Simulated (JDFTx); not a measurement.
An input for a modified build of JDFTx (Ta(100), linear PCM (GLSSA13), water, 1 M NaCl; bohr, hartree) and the course of its log:

```
lattice \
  6.2547289109 0.0000000000 0.0000000000 \
  0.0000000000 6.2547289109 0.0000000000 \
  0.0000000000 0.0000000000 42.7078104165
coords-type Lattice
ion Ta 0.0000000000 0.0000000000 -0.1464539820 0
ion Ta 0.5000000000 0.5000000000 -0.0732269910 0
ion Ta 0.0000000000 0.0000000000 0.0000000000 0
ion Ta 0.5000000000 0.5000000000 0.0732269910 0
ion Ta 0.0000000000 0.0000000000 0.1464539820 0
ion-species pseudo/ta_pbe_v1.upf
elec-cutoff 12 60
elec-ex-corr gga-PBE
coulomb-interaction Slab 001
coulomb-truncation-embed 0 0 0
kpoint-folding 6 6 1
elec-smearing Fermi 0.01
elec-n-bands 45
electronic-scf nIterations 100 energyDiffThreshold 1e-08
fluid LinearPCM
pcm-variant GLSSA13
fluid-solvent H2O
fluid-cation Na+ 1
fluid-anion Cl- 1
fluid-minimize nIterations 400 knormThreshold 1e-11
wavefunction read vac.wfns
elec-initial-eigenvals vac.eigenvals
dump-name f0.$VAR
dump End State Ecomponents EigStats BandEigs Forces ElecDensity IonicPositions Fillings Kpoints Dtot FluidDebug BoundCharge FluidDensity
```

```
[one cycle in 5 is shown, and the last three; fluid-solver lines are left out]
	FillingsUpdate:  mu: -0.131805640  nElectrons: 65.000000
SCF: Cycle:  0   F: -293.303356794201534   dF: +2.039e-04   |Residual|: 3.936e-03   |deigs|: 1.002e-04
	FillingsUpdate:  mu: -0.126397089  nElectrons: 65.000000
SCF: Cycle:  5   F: -293.303773784905275   dF: -5.394e-06   |Residual|: 2.362e-04   |deigs|: 1.332e-03
	FillingsUpdate:  mu: -0.125897670  nElectrons: 65.000000
SCF: Cycle: 10   F: -293.303774446788225   dF: +1.403e-08   |Residual|: 1.152e-04   |deigs|: 2.158e-05
	FillingsUpdate:  mu: -0.125932059  nElectrons: 65.000000
SCF: Cycle: 15   F: -293.303774766186734   dF: -7.077e-08   |Residual|: 2.532e-05   |deigs|: 6.844e-05
	FillingsUpdate:  mu: -0.125910527  nElectrons: 65.000000
SCF: Cycle: 20   F: -293.303774784542327   dF: -1.050e-08   |Residual|: 8.071e-06   |deigs|: 2.071e-05
	FillingsUpdate:  mu: -0.125930461  nElectrons: 65.000000
SCF: Cycle: 25   F: -293.303774726019867   dF: +5.268e-08   |Residual|: 3.441e-05   |deigs|: 3.088e-05
	FillingsUpdate:  mu: -0.125903327  nElectrons: 65.000000
SCF: Cycle: 30   F: -293.303774782849985   dF: +3.277e-09   |Residual|: 1.010e-05   |deigs|: 8.178e-06
	FillingsUpdate:  mu: -0.125909734  nElectrons: 65.000000
SCF: Cycle: 35   F: -293.303774786103531   dF: -1.904e-08   |Residual|: 7.004e-06   |deigs|: 1.756e-05
	FillingsUpdate:  mu: -0.125902949  nElectrons: 65.000000
SCF: Cycle: 40   F: -293.303774760139504   dF: +2.521e-08   |Residual|: 2.722e-05   |deigs|: 7.716e-06
	FillingsUpdate:  mu: -0.125911734  nElectrons: 65.000000
SCF: Cycle: 45   F: -293.303774785794417   dF: -2.364e-08   |Residual|: 6.595e-06   |deigs|: 1.577e-05
	FillingsUpdate:  mu: -0.125924320  nElectrons: 65.000000
SCF: Cycle: 50   F: -293.303774764922821   dF: -8.533e-09   |Residual|: 2.231e-05   |deigs|: 2.419e-05
	FillingsUpdate:  mu: -0.125900818  nElectrons: 65.000000
SCF: Cycle: 55   F: -293.303774783149038   dF: +2.940e-09   |Residual|: 1.109e-05   |deigs|: 9.868e-06
	FillingsUpdate:  mu: -0.125908825  nElectrons: 65.000000
SCF: Cycle: 60   F: -293.303774785957160   dF: -1.691e-08   |Residual|: 5.226e-06   |deigs|: 1.663e-05
	FillingsUpdate:  mu: -0.125911304  nElectrons: 65.000000
SCF: Cycle: 65   F: -293.303774783636129   dF: -3.931e-08   |Residual|: 8.999e-06   |deigs|: 1.938e-05
	FillingsUpdate:  mu: -0.125926829  nElectrons: 65.000000
SCF: Cycle: 70   F: -293.303774750995672   dF: +3.104e-08   |Residual|: 3.025e-05   |deigs|: 2.866e-05
	FillingsUpdate:  mu: -0.125900430  nElectrons: 65.000000
SCF: Cycle: 75   F: -293.303774754428105   dF: +3.123e-08   |Residual|: 2.707e-05   |deigs|: 1.138e-05
	FillingsUpdate:  mu: -0.125928807  nElectrons: 65.000000
SCF: Cycle: 80   F: -293.303774767099299   dF: +9.998e-09   |Residual|: 2.193e-05   |deigs|: 3.413e-05
	FillingsUpdate:  mu: -0.125904034  nElectrons: 65.000000
SCF: Cycle: 85   F: -293.303774770767745   dF: +1.549e-08   |Residual|: 2.386e-05   |deigs|: 3.452e-06
	FillingsUpdate:  mu: -0.125904086  nElectrons: 65.000000
SCF: Cycle: 90   F: -293.303774781860682   dF: +1.531e-09   |Residual|: 1.144e-05   |deigs|: 1.105e-05
	FillingsUpdate:  mu: -0.125909256  nElectrons: 65.000000
SCF: Cycle: 95   F: -293.303774786000872   dF: -1.667e-08   |Residual|: 5.782e-06   |deigs|: 1.646e-05
	FillingsUpdate:  mu: -0.125910222  nElectrons: 65.000000
SCF: Cycle: 97   F: -293.303774781738241   dF: +2.312e-09   |Residual|: 1.462e-05   |deigs|: 9.330e-06
	FillingsUpdate:  mu: -0.125918282  nElectrons: 65.000000
SCF: Cycle: 98   F: -293.303774744781492   dF: +3.696e-08   |Residual|: 3.210e-05   |deigs|: 1.008e-05
	FillingsUpdate:  mu: -0.125910467  nElectrons: 65.000000
SCF: Cycle: 99   F: -293.303774785409473   dF: -4.063e-08   |Residual|: 8.265e-06   |deigs|: 9.233e-06
SCF: None of the convergence criteria satisfied after 100 iterations.
IonicMinimize: Iter:   0  F: -293.303774785409473  |grad|_K:  0.000e+00
IonicMinimize: Converged (|grad|_K<1.000000e-04).
```

This run gave no converged result. The loop ran out of cycles short of its threshold. It has stalled and not diverged: the last ten energies span 4e-08 Ha, so the total is near its end, but levels, forces and charges aren't shown converged.
